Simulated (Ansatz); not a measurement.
The calculation used Ansatz 0.2.0, DFT PBE, scalar-relativistic, plane waves, PAW. Settings: cutoff 420 eV, Γ-centred meshes spaced at most about 0.3 Å⁻¹, and about 0.25 Å⁻¹ or finer for metals (2π included), Gaussian smearing. Collinear spin in cells that started with moments and kept them past the coarse steps, no spin elsewhere.

These are static total energies at zero pressure.

Two relaxed structures of MnNbN2:

A. (site moments Mn 2.1; Nb 0.2; N -0.3 (×2) μB)

```
CELL_PARAMETERS angstrom
3.04494 0.00000 0.00000
-1.52247 2.63699 0.00000
0.00000 0.00000 7.42569
ATOMIC_POSITIONS crystal
Mn 0.00000 0.00000 0.00000
Nb 0.00000 0.00000 0.50000
N 0.00000 0.00000 0.23502
N 0.00000 0.00000 0.76498
```

B. (site moments Mn 3.0; Nb -0.1 μB)

```
CELL_PARAMETERS angstrom
3.07914 0.00000 0.00000
0.00000 3.07914 0.00000
0.00000 0.00000 4.26757
ATOMIC_POSITIONS crystal
Mn 0.00000 0.00000 0.00000
Nb 0.50000 0.50000 0.50000
N 0.00000 0.00000 0.50000
N 0.50000 0.50000 0.00000
```

Question: Which form is favoured at zero pressure, and by what margin per atom?

Answer: B is lower, by 1.41 eV/atom. A has space group P6/mmm (No. 191), 14.9 Å³/atom and no gap on its mesh; B has Mn and Nb ordered on rock salt sites, space group P4/mmm (No. 123), 10.1 Å³/atom and no gap. Counting N atoms around Mn and Nb (those within 1.25 times the shortest such distance or 1.15 times the sum of covalent radii), A has Mn 2, Nb 2 and B has Mn 6, Nb 6. The denser one is the lower, and pressure would at first widen the difference. Both come from invented guesses.

Another magnetic order may lie lower. Cells relaxed within their symmetry can be saddle points.
